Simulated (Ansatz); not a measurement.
Given:

IrPtN₂:
```yaml
crystal:
  lattice:
    - [1.46327, 0.84482, 6.21141]
    - [-1.46327, 0.84482, 6.21141]
    - [0.00000, -1.68963, 6.21141]
  atoms:
    - { symbol: Ir, position: [0.50000, 0.50000, 0.50000] }
    - { symbol: Pt, position: [0.00000, 0.00000, 0.00000] }
    - { symbol: N, position: [0.89496, 0.89496, 0.89496] }
    - { symbol: N, position: [0.10504, 0.10504, 0.10504] }
```

This is the PBEsol-relaxed structure.

**Question.** All from plane-wave PAW PBEsol (Ansatz code), unless another level is named. Predict the highest zone-centre frequency.

**Answer.** 724 cm^-1.

**Question.** Give the bulk modulus (Birch–Murnaghan fit).

**Answer.** 221 GPa.

Space group R-3m. The start of the workflow was typed in or built on a structure type; neither database checked (COD, Materials Project) lists it. Whether it is the stable phase at ambient conditions was not checked. Symmetry was held in the PBEsol relaxation; its stability against distortions is not shown here. The workflow began spin-polarised and lost its moments. Its formation energy is positive at this level, so the cell may be metastable or incomplete. As this level gives no gap, phonon frequencies hold no LO–TO term and depend on the k-mesh and smearing (Fermi–Dirac, 0.1 eV here). Spin–orbit coupling is left out wherever it is not named.

Potentials: the later of the program's two PAW sets.
